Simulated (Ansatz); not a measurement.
Input:

MgB₂:
```cif
data_B2Mg
_chemical_formula_sum 'Mg1 B2'
_space_group_name_H-M_alt 'P6/mmm'
_space_group_IT_number 191
_space_group_name_Hall '-P 6 2'
_cell_length_a 3.06016
_cell_length_b 3.06016
_cell_length_c 3.50933
_cell_angle_alpha 90.000
_cell_angle_beta 90.000
_cell_angle_gamma 120.000
loop_
_atom_site_label
_atom_site_type_symbol
_atom_site_symmetry_multiplicity
_atom_site_Wyckoff_symbol
_atom_site_fract_x
_atom_site_fract_y
_atom_site_fract_z
_atom_site_occupancy
Mg1 Mg 1 a 0.00000 0.00000 0.00000 1
B1 B 2 d 0.33333 0.66667 0.50000 1
```

This is the PBEsol-relaxed structure.

All from the program Ansatz at the PBEsol level (PAW), unless another level is named. Predict the electronic character.

metallic (no gap).

And the formation energy from the elements (no fitted shifts)?

-0.13 eV/atom.

And the density of states at the Fermi level?

0.23 states/eV per atom (mean over ±0.08 eV).

The PBEsol relaxation kept the symmetry of its start; of distortions, only those at the zone centre were tested. The references are the lowest solids computed at this level, not always the standard phases.

Potentials: the later of the program's two PAW sets.
